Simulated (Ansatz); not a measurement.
Relaxing a structure of AlRu

The start is a generated trial cell of AlRu in the AFLOW prototype AB_hP12_186_a2b_a2b (B6, as in SiC). Cell shape, volume and atoms are optimised at zero target pressure with PBEsol (plane waves to 420 eV, PAW, scalar-relativistic; Ansatz, a quantum-chemistry and plane-wave program). First-step values are on the input's coarse k-mesh.

Ansatz input (later rounds restart from its end on a renewed k-mesh):
Ansatz 0.2 input:
```yaml
crystal:
  lattice:
    - [3.2765752, 0, 0]
    - [-1.6382876, 2.8375973, 0]
    - [0, 0, 16.0780161]
  atoms:
    - { symbol: Al, position: [0, 0, 0] }
    - { symbol: Al, position: [0, 0, 0.5] }
    - { symbol: Al, position: [0.66666667, 0.33333333, 0.83325] }
    - { symbol: Al, position: [0.33333333, 0.66666667, 0.33325] }
    - { symbol: Al, position: [0.66666667, 0.33333333, 0.1665] }
    - { symbol: Al, position: [0.33333333, 0.66666667, 0.6665] }
    - { symbol: Ru, position: [0, 0, 0.8746] }
    - { symbol: Ru, position: [0, 0, 0.3746] }
    - { symbol: Ru, position: [0.66666667, 0.33333333, 0.70785] }
    - { symbol: Ru, position: [0.33333333, 0.66666667, 0.20785] }
    - { symbol: Ru, position: [0.66666667, 0.33333333, 0.0415] }
    - { symbol: Ru, position: [0.33333333, 0.66666667, 0.5415] }
basis: { ecutwfc: 420, ecutrho_ratio: 4, xc_grid: 2, fft_grid_basis: typed }
kpoints: { mp_grid: { grid: [9, 9, 2] } }
hamiltonian:
  xc: pbesol
  dispersion: none
  pseudopotentials: { kind: paw }
scf: { occupations: { method: fermi_dirac, width: 0.05 } }
relax: { f_tol: 0.01, max_steps: 100, cell: { stress_tol: 0.02 } }
output: { forces: true, stress: true }
```

* **Initial pressure**: +110 GPa (positive: the cell is compressed)
* **Largest initial force**: about 0.5 eV/Å, on Ru7, Ru8 (atoms numbered as listed)
* **Shortest distances (start → end)**: The closest pairs of elements (up to four, under 3.6 Å), start → end: Al–Ru 2.01 → 2.29 Å; Al–Al 3.28 → 2.68 Å; Ru–Ru 3.28 → 2.73 Å
* **Band gap at the end**: zero (metallic)
* **Optimiser moves**: 27

The end point of the relaxation:

```cif
data_Al6Ru6
_chemical_formula_sum 'Al6 Ru6'
_space_group_name_H-M_alt 'P63mc'
_space_group_IT_number 186
_space_group_name_Hall 'P 6c -2c'
_cell_length_a 4.22890
_cell_length_b 4.22890
_cell_length_c 11.72886
_cell_angle_alpha 90.000
_cell_angle_beta 90.000
_cell_angle_gamma 120.000
loop_
_atom_site_label
_atom_site_type_symbol
_atom_site_symmetry_multiplicity
_atom_site_Wyckoff_symbol
_atom_site_fract_x
_atom_site_fract_y
_atom_site_fract_z
_atom_site_occupancy
Al1 Al 2 a 0.00000 0.00000 0.44469 1
Al2 Al 2 b 0.33333 0.66667 0.16468 1
Al3 Al 2 b 0.66667 0.33333 0.25939 1
Ru1 Ru 2 a 0.00000 0.00000 0.17252 1
Ru2 Ru 2 b 0.33333 0.66667 0.36528 1
Ru3 Ru 2 b 0.66667 0.33333 0.46974 1
```

Final values are on a 10×10×4 k-mesh of the relaxed cell. No spin polarisation in the result.

The run could not lose the symmetry of its start: the end is stationary, and may be a saddle point rather than a minimum.

The relaxed structure here is a generated cell of AlRu: the first start was made by placing the elements on the sites of a structure type, and the end was not matched to a known phase here, so it may be hypothetical.
